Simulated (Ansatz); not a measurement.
An Ansatz (a first-principles code) run. Input:

Ansatz 0.2 input:
```yaml
crystal:
  lattice:
    - [2.9965008132, 0.0, 0.0]
    - [-1.4982504066, 2.5950458267, 0.0]
    - [0.0, 0.0, 13.3994549257]
  atoms:
    - { symbol: Al, position: [0.6666666667, 0.3333333333, 0.25] }
    - { symbol: Al, position: [0.3333333333, 0.6666666667, 0.75] }
    - { symbol: Mo, position: [0.6666666667, 0.3333333333, 0.9109666232] }
    - { symbol: Mo, position: [0.3333333333, 0.6666666667, 0.0890333768] }
    - { symbol: Mo, position: [0.3333333333, 0.6666666667, 0.4109666232] }
    - { symbol: Mo, position: [0.6666666667, 0.3333333333, 0.5890333768] }
    - { symbol: C, position: [0.0, 0.0, 0.0] }
    - { symbol: C, position: [0.0, 0.0, 0.5] }
kpoints:
  mp_grid: { grid: [33, 33, 7] }
hamiltonian:
  xc: pbesol
  pseudopotentials: { azcp: { folder: ./paw }, kind: paw }
scf:
  occupations: { method: fermi_dirac, width: 0.1 }
elastic: { mode: relaxed_ion, stencil: two_point, amplitude: 0.005, f_tol: 0.0005 }
```

Output (shortened):

```
Pseudopotential: Al, paw, valence charge 3
Pseudopotential: Mo, paw, valence charge 14
Pseudopotential: C, paw, valence charge 4
Functional definition: PBEsol
Crystal: 8 atoms, lattice volume = 104.195 Å³
Basis set: ecut = 420 eV, 1965 PW (Γ), exchange–correlation on 48×48×192 points (8 copies of the dense FFT grid, shifted against one another)
Bands: 43, of which v1, the nominal top of the filled ones, is band 35 counted from 1 (34 counted from 0)
Symmetry: 24 space group operations
Space group: P63/mmc (ITA 194), of the structure as read, at distance tolerance 4.7e-5 Å
k-points: 432 of 7623
SCF 1 converged in 12 iterations: F = -21134.240920 eV  dr2 = 3.67e-14
relax step   1: F+E_penalty+E_count = -21134.24091974 eV  Δ(F+E_penalty+E_count) = +0.000e0 eV  max|allowed force component| = 2.826e-2 eV/Å  Δτ_max = 0.0000 Å  (12 SCF iters, accepted)
Crystal: 8 atoms, lattice volume = 104.195 Å³
SCF 2 converged in 11 iterations: F = -21134.240989 eV  dr2 = 3.75e-15
relax step   2: F+E_penalty+E_count = -21134.24098942 eV  Δ(F+E_penalty+E_count) = -6.969e-5 eV  max|allowed force component| = 2.058e-3 eV/Å  Δτ_max = 0.0013 Å  (11 SCF iters, accepted)
Crystal: 8 atoms, lattice volume = 104.195 Å³
SCF 3 converged in 7 iterations: F = -21134.240990 eV  dr2 = 9.13e-15
relax step   3: F+E_penalty+E_count = -21134.24098979 eV  Δ(F+E_penalty+E_count) = -3.704e-7 eV  max|allowed force component| = 3.890e-6 eV/Å  Δτ_max = 0.0001 Å  (7 SCF iters, accepted)
Crystal: 8 atoms, lattice volume = 104.195 Å³
SCF 4 converged in 14 iterations: F = -21134.240990 eV  dr2 = 1.72e-19
Crystal: 8 atoms, lattice volume = 103.674 Å³
Symmetry: 8 space group operations
k-points: 1156 of 7623
SCF 5 converged in 10 iterations: F = -21134.237013 eV  dr2 = 3.55e-14
relax step   1: F+E_penalty+E_count = -21134.23701340 eV  Δ(F+E_penalty+E_count) = +0.000e0 eV  max|allowed force component| = 6.863e-2 eV/Å  Δτ_max = 0.0000 Å  (10 SCF iters, accepted)
Crystal: 8 atoms, lattice volume = 103.674 Å³
SCF 6 converged in 9 iterations: F = -21134.237493 eV  dr2 = 1.46e-14
relax step   2: F+E_penalty+E_count = -21134.23749348 eV  Δ(F+E_penalty+E_count) = -4.801e-4 eV  max|allowed force component| = 6.001e-3 eV/Å  Δτ_max = 0.0048 Å  (9 SCF iters, accepted)
Crystal: 8 atoms, lattice volume = 103.674 Å³
SCF 7 converged in 11 iterations: F = -21134.237499 eV  dr2 = 1.54e-19
relax step   3: F+E_penalty+E_count = -21134.23749901 eV  Δ(F+E_penalty+E_count) = -5.536e-6 eV  max|allowed force component| = 2.459e-3 eV/Å  Δτ_max = 0.0003 Å  (11 SCF iters, accepted)
Crystal: 8 atoms, lattice volume = 103.674 Å³
SCF 8 converged in 11 iterations: F = -21134.237500 eV  dr2 = 3.64e-19
relax step   4: F+E_penalty+E_count = -21134.23750014 eV  Δ(F+E_penalty+E_count) = -1.128e-6 eV  max|allowed force component| = 4.242e-6 eV/Å  Δτ_max = 0.0002 Å  (11 SCF iters, accepted)
Crystal: 8 atoms, lattice volume = 103.674 Å³
SCF 9 converged in 13 iterations: F = -21134.237500 eV  dr2 = 3.19e-19
Crystal: 8 atoms, lattice volume = 104.716 Å³
SCF 10 converged in 10 iterations: F = -21134.238288 eV  dr2 = 4.79e-14
relax step   1: F+E_penalty+E_count = -21134.23828753 eV  Δ(F+E_penalty+E_count) = +0.000e0 eV  max|allowed force component| = 6.680e-2 eV/Å  Δτ_max = 0.0000 Å  (10 SCF iters, accepted)
Crystal: 8 atoms, lattice volume = 104.716 Å³
SCF 11 converged in 9 iterations: F = -21134.238749 eV  dr2 = 1.51e-14
relax step   2: F+E_penalty+E_count = -21134.23874940 eV  Δ(F+E_penalty+E_count) = -4.619e-4 eV  max|allowed force component| = 9.828e-4 eV/Å  Δτ_max = 0.0044 Å  (9 SCF iters, accepted)
Crystal: 8 atoms, lattice volume = 104.716 Å³
SCF 12 converged in 11 iterations: F = -21134.238750 eV  dr2 = 2.12e-19
relax step   3: F+E_penalty+E_count = -21134.23874956 eV  Δ(F+E_penalty+E_count) = -1.572e-7 eV  max|allowed force component| = 1.548e-5 eV/Å  Δτ_max = 0.0001 Å  (11 SCF iters, accepted)
Crystal: 8 atoms, lattice volume = 104.716 Å³
SCF 13 converged in 13 iterations: F = -21134.238750 eV  dr2 = 2.06e-19
Crystal: 8 atoms, lattice volume = 103.674 Å³
SCF 14 converged in 11 iterations: F = -21134.236121 eV  dr2 = 7.09e-15
relax step   1: F+E_penalty+E_count = -21134.23612135 eV  Δ(F+E_penalty+E_count) = +0.000e0 eV  max|allowed force component| = 6.040e-2 eV/Å  Δτ_max = 0.0000 Å  (11 SCF iters, accepted)
Crystal: 8 atoms, lattice volume = 103.674 Å³
SCF 15 converged in 9 iterations: F = -21134.236433 eV  dr2 = 1.20e-14
relax step   2: F+E_penalty+E_count = -21134.23643254 eV  Δ(F+E_penalty+E_count) = -3.112e-4 eV  max|allowed force component| = 1.412e-3 eV/Å  Δτ_max = 0.0026 Å  (9 SCF iters, accepted)
Crystal: 8 atoms, lattice volume = 103.674 Å³
SCF 16 converged in 11 iterations: F = -21134.236433 eV  dr2 = 0.0
relax step   3: F+E_penalty+E_count = -21134.23643271 eV  Δ(F+E_penalty+E_count) = -1.710e-7 eV  max|allowed force component| = 5.481e-6 eV/Å  Δτ_max = 0.0001 Å  (11 SCF iters, accepted)
Crystal: 8 atoms, lattice volume = 103.674 Å³
SCF 17 converged in 13 iterations: F = -21134.236433 eV  dr2 = 5.00e-19
Crystal: 8 atoms, lattice volume = 104.716 Å³
SCF 18 converged in 11 iterations: F = -21134.239384 eV  dr2 = 7.17e-15
relax step   1: F+E_penalty+E_count = -21134.23938437 eV  Δ(F+E_penalty+E_count) = +0.000e0 eV  max|allowed force component| = 5.832e-2 eV/Å  Δτ_max = 0.0000 Å  (11 SCF iters, accepted)
Crystal: 8 atoms, lattice volume = 104.716 Å³
SCF 19 converged in 9 iterations: F = -21134.239689 eV  dr2 = 1.19e-14
relax step   2: F+E_penalty+E_count = -21134.23968900 eV  Δ(F+E_penalty+E_count) = -3.046e-4 eV  max|allowed force component| = 2.483e-3 eV/Å  Δτ_max = 0.0025 Å  (9 SCF iters, accepted)
Crystal: 8 atoms, lattice volume = 104.716 Å³
SCF 20 converged in 7 iterations: F = -21134.239690 eV  dr2 = 1.53e-14
relax step   3: F+E_penalty+E_count = -21134.23968955 eV  Δ(F+E_penalty+E_count) = -5.505e-7 eV  max|allowed force component| = 1.008e-5 eV/Å  Δτ_max = 0.0001 Å  (7 SCF iters, accepted)
Crystal: 8 atoms, lattice volume = 104.716 Å³
SCF 21 converged in 12 iterations: F = -21134.239690 eV  dr2 = 5.45e-19
Crystal: 8 atoms, lattice volume = 104.194 Å³
Symmetry: 4 space group operations
k-points: 1972 of 7623
SCF 22 converged in 9 iterations: F = -21134.239515 eV  dr2 = 1.37e-14
relax step   1: F+E_penalty+E_count = -21134.23951508 eV  Δ(F+E_penalty+E_count) = +0.000e0 eV  max|allowed force component| = 4.033e-2 eV/Å  Δτ_max = 0.0000 Å  (9 SCF iters, accepted)
Crystal: 8 atoms, lattice volume = 104.194 Å³
SCF 23 converged in 8 iterations: F = -21134.239755 eV  dr2 = 1.46e-14
relax step   2: F+E_penalty+E_count = -21134.23975469 eV  Δ(F+E_penalty+E_count) = -2.396e-4 eV  max|allowed force component| = 1.854e-2 eV/Å  Δτ_max = 0.0021 Å  (8 SCF iters, accepted)
Crystal: 8 atoms, lattice volume = 104.194 Å³
SCF 24 converged in 8 iterations: F = -21134.239818 eV  dr2 = 1.10e-14
relax step   3: F+E_penalty+E_count = -21134.23981835 eV  Δ(F+E_penalty+E_count) = -6.365e-5 eV  max|allowed force component| = 1.626e-4 eV/Å  Δτ_max = 0.0017 Å  (8 SCF iters, accepted)
Crystal: 8 atoms, lattice volume = 104.194 Å³
SCF 25 converged in 14 iterations: F = -21134.239818 eV  dr2 = 5.11e-19
Crystal: 8 atoms, lattice volume = 104.194 Å³
SCF 26 converged in 9 iterations: F = -21134.239515 eV  dr2 = 1.39e-14
relax step   1: F+E_penalty+E_count = -21134.23951508 eV  Δ(F+E_penalty+E_count) = +0.000e0 eV  max|allowed force component| = 4.033e-2 eV/Å  Δτ_max = 0.0000 Å  (9 SCF iters, accepted)
Crystal: 8 atoms, lattice volume = 104.194 Å³
SCF 27 converged in 8 iterations: F = -21134.239818 eV  dr2 = 7.48e-14
relax step   2: F+E_penalty+E_count = -21134.23981765 eV  Δ(F+E_penalty+E_count) = -3.026e-4 eV  max|allowed force component| = 2.650e-3 eV/Å  Δτ_max = 0.0038 Å  (8 SCF iters, accepted)
Crystal: 8 atoms, lattice volume = 104.194 Å³
SCF 28 converged in 7 iterations: F = -21134.239818 eV  dr2 = 3.65e-14
relax step   3: F+E_penalty+E_count = -21134.23981835 eV  Δ(F+E_penalty+E_count) = -6.991e-7 eV  max|allowed force component| = 1.032e-4 eV/Å  Δτ_max = 0.0002 Å  (7 SCF iters, accepted)
Crystal: 8 atoms, lattice volume = 104.194 Å³
SCF 29 converged in 11 iterations: F = -21134.239818 eV  dr2 = 9.71e-18
SCF converged after 14 iterations
Stability not checked: this state was not tested for a lower state beside it, because too few of the mixer's solves of this state at the end of the SCF gave a …
Free energy (F): -21134.240990 eV
Harris-Foulkes:  -21134.240990 eV  (|F-HF|=3.64e-12)
Internal energy: -21134.102530 eV  (E = F + TS)
E sigma→0 (E₀):  -21134.171760 eV
Entropy (-TS):   -0.138460 eV (-17.308 meV/atom)
Fermi energy:    16.762291 eV
--- Per-component energies (eV) ---
  E_band       = -349.694107
  E_kinetic    = 1915.004254
  E_local      = -5828.130315  (includes V_loc(G=0)·N_el)
  E_nonlocal   = 669.104123
  E_hartree    = 2308.051768
  E_xc         = -872.822485
  E_vxc        = -1056.171625  (∫ρ·V_xc dr)
  E_paw        = -13722.987644  (= ΣΔE_a)
  E_vpaw       = -665.604305  (= ΣTr[D̂ρ^β])
  E_aug_tail   = 0.000223  (compensation charges beyond the density's cutoff)
  E_ewald      = -5603.240134
  E_core_change = 0.917679  (= ΣΔE_core)
  E_smearing   = -0.138460  (= −TS)
  E_closure    =  0.000000  (closes the sum)
  Σ components = -21134.240990   (vs F -21134.240990, Δ=0.00e0)
--- Forces (eV/Å), atoms counted from 1 ---
  atom   1  Al     0.00000000     0.00000000     0.00000000
  atom   2  Al     0.00000000     0.00000000     0.00000000
  atom   3  Mo     0.00000000     0.00000000     0.00000388
  atom   4  Mo     0.00000000     0.00000000    -0.00000388
  atom   5  Mo     0.00000000     0.00000000     0.00000388
  atom   6  Mo     0.00000000     0.00000000    -0.00000388
  atom   7  C      0.00000000     0.00000000     0.00000000
  atom   8  C      0.00000000     0.00000000     0.00000000
  max |Σ_I F_I| component: 3.70e-17 eV/Å
--- Stress (GPa, compression-positive) ---
        0.182906       0.000000       0.000000
        0.000000       0.182906       0.000000
        0.000000       0.000000       0.492815
  P = ⅓ Tr σ = 0.2862 GPa (2.862 kbar)
--- Band table (eV; the first three rows and the last of 432) ---
  k-point 0: bands = ["-44.5582", "-44.5581", "-44.4777", "-44.4775", "-19.0156", "-19.0097", "-18.4559", "-18.4494", "-18.3919", "-18.3919", "-18.3918", "-18.3918", "-18.3334", "-18.3334", "-18.3332", "-18.3332", "3.7074", "3.8070", "7.6698", "8.3927", …
  k-point 1: bands = ["-44.5582", "-44.5581", "-44.4777", "-44.4775", "-19.0153", "-19.0100", "-18.4556", "-18.4497", "-18.3919", "-18.3919", "-18.3918", "-18.3918", "-18.3333", "-18.3333", "-18.3332", "-18.3332", "3.7121", "3.8018", "7.6948", "8.3290", …
  k-point 2: bands = ["-44.5582", "-44.5581", "-44.4777", "-44.4776", "-19.0145", "-19.0109", "-18.4547", "-18.4506", "-18.3919", "-18.3919", "-18.3918", "-18.3918", "-18.3333", "-18.3333", "-18.3332", "-18.3332", "3.7254", "3.7874", "7.7676", "8.1867", …
  k-point 431: bands = ["-44.4257", "-44.4257", "-44.4256", "-44.4256", "-18.9523", "-18.9522", "-18.8951", "-18.8951", "-18.8947", "-18.8947", "-18.7494", "-18.7494", "-18.5125", "-18.5125", "-18.5097", "-18.5097", "4.9227", "4.9231", "10.4062", "10.4062", …
--- Elastic constants: 3 strain directions × 2 members + reference (group order 24) ---
  dense FFT box of the reference and of every strained cell: 24×24×96
  strains applied: 11, 33, 23; error gains …
  reference relaxed by the batch: 3 steps …
  largest displacement 1.2e-3 Å; the constants are those of the deck's cell at these positions:
  atoms:
    - { symbol: Al, position: [0.6666666666666667, 0.33333333333333337, 0.25] }
    - { symbol: Al, position: [0.33333333333333337, 0.6666666666666667, 0.7500000000000001] }
    - { symbol: Mo, position: [0.6666666666666667, 0.33333333333333337, 0.9110590424002678] }
    - { symbol: Mo, position: [0.33333333333333337, 0.6666666666666667, 0.0889409575997322] }
    - { symbol: Mo, position: [0.33333333333333337, 0.6666666666666667, 0.4110590424002678] }
    - { symbol: Mo, position: [0.6666666666666667, 0.33333333333333337, 0.5889409575997323] }
    - { symbol: C, position: [0.0, 0.0, 0.0] }
    - { symbol: C, position: [0.0, 0.0, 0.5] }
  C = ∂σ_k/∂η_j (tension-positive GPa; Voigt order 11 22 33 23 13 12):
       352.369     99.073    152.564      0.000      0.000      0.000
        99.073    352.369    152.564      0.000      0.000      0.000
       152.892    152.892    360.135      0.000      0.000      0.000
         0.000      0.000      0.000    143.944      0.000      0.000
         0.000      0.000      0.000      0.000    143.944      0.000
         0.000      0.000      0.000      0.000      0.000    126.648
  reference stress σ⁰ (GPa):     -0.183     -0.183     -0.493      0.000      0.000      0.000
  moduli (Voigt/Reuss/Hill, GPa): K = 208.21/206.72/207.47   G = 126.93/123.57/125.25   E = 312.80   ν = 0.249
  mechanically stable: yes (min eigenvalue of sym C = 126.65 GPa)
  strain η (Voigt 11):  stress-route row diagonal C_11 = 352.37 GPa, energy-path curvature d²(F+E_count+ΔE)/dδ²/Ω₀ = 352.45 GPa
         δ    σ_11 (GPa)             F (eV)   n_scf  n_hpsi   n_pw
    -5.000e-3      -1.9722      -21134.2375001      13  958152   2064   relax 4 steps, max|allowed force component| 4.24e-6 eV/Å
     5.000e-3       1.5515      -21134.2387496      13  954364   2078   relax 3 steps, max|allowed force component| 1.55e-5 eV/Å
  strain η (Voigt 33):  stress-route row diagonal C_33 = 360.13 GPa, energy-path curvature d²(F+E_count+ΔE)/dδ²/Ω₀ = 360.14 GPa
         δ    σ_33 (GPa)             F (eV)   n_scf  n_hpsi   n_pw
    -5.000e-3      -2.3159      -21134.2364327      13  360760   2061   relax 3 steps, max|allowed force component| 5.48e-6 eV/Å
     5.000e-3       1.2854      -21134.2396896      12  342533   2085   relax 3 steps, max|allowed force component| 1.01e-5 eV/Å
  strain η (Voigt 23):  stress-route row diagonal C_44 = 143.94 GPa, energy-path curvature d²(F+E_count+ΔE)/dδ²/Ω₀ = 144.15 GPa
         δ    σ_23 (GPa)             F (eV)   n_scf  n_hpsi   n_pw
    -5.000e-3      -0.7197      -21134.2398183      14  1737937   2072   relax 3 steps, max|allowed force component| 1.63e-4 eV/Å
     5.000e-3       0.7197      -21134.2398183      11  1469147   2072   relax 3 steps, max|allowed force component| 1.03e-4 eV/Å
```

Cost: around 100 core-minutes (rough) on shared cores.

Space group P6_3/mmc. The start of the workflow was typed in or built on a structure type; neither database checked (COD, Materials Project) lists it. Whether it is the stable phase at ambient conditions was not checked. The PBEsol relaxation kept the symmetry of its start; whether a distortion lowers the energy is not shown. No spin polarisation was allowed. As this level gives no gap, shear constants depend on the k-mesh and smearing (Fermi–Dirac, 0.1 eV here). On the denser mesh and wider smearing of the elastic run this cell carries a stress of 0.5 GPa. Spin–orbit coupling is left out wherever it is not named.

Potentials: the earlier of the program's two PAW sets. The files were generated under PBE; for other functionals the program regenerates the frozen cores, and for LDA and PBEsol the local potential too.

Ansatz is a plane-wave DFT program.
